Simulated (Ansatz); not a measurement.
A relaxed 1×1 slab of 4 planes, cut along (0001) from a hcp crystal of one element, has a cell area of 8.42 Å² and a bulk spacing of 2.475 Å between its first planes. All-electron LAPW in Ansatz 0.2.0 (LDA, scalar-relativistic, no spin polarisation) gives γ = 1.95 J/m², Φ = 4.58 eV and a change of the outer spacing of -6.3 %. The hcp structure needn't be the element's own.

Problem. Which element is it?

Solution. Hf. This is the case that was computed; others weren't tested.
